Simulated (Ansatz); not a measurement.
One crystal and one scan (scan of one atom of the cell) at two levels, PBE (plane waves to 420 eV, PAW, scalar-relativistic; Ansatz, a first-principles code) and r2SCAN (plane waves to 500 eV, PAW, scalar-relativistic; Ansatz), each from its own relaxed cell and on its own mesh.

The crystal is BaTiO3 (cubic perovskite); one O atom of a 5-atom cell moves by s along Cartesian x, with its periodic images.

Energies are smeared free energies. BaTiO3 is run without spin polarisation. BaTiO3 was relaxed with its symmetry unable to fall. The PAW data are Ansatz's earlier set. This is a high-temperature form of BaTiO3. (PBE) Left out: 4 of 11 points, with atoms too close for the PAW data. (r2SCAN) Left out: 4 of 11 points, with atoms too close for the PAW data. Both scans cover s from -0.240 to 0.240 Å.

| quantity | run 1 | run 2 |
|---|---|---|
| Lattice constant a (Å) | 4.019 | 3.994 |
| Energy at s = 0.240 Å (meV/cell) | 188.4 | 215.9 |
| Force along the line at s = -0.240 Å (eV/Å) | 2.127 | 2.389 |

Q: Which run is which level?

A: Run 1 is PBE, run 2 is r2SCAN. PBE gives the higher value for: lattice constant a. PBE gives the lower value for: energy at s = 0.240 Å; force along the line at s = -0.240 Å. Both give the same symmetry of the curve: even: the same for both signs.

(A displaced cell: forces are minus the slopes of the energy, force constants its curvatures, and phonons follow from these.)
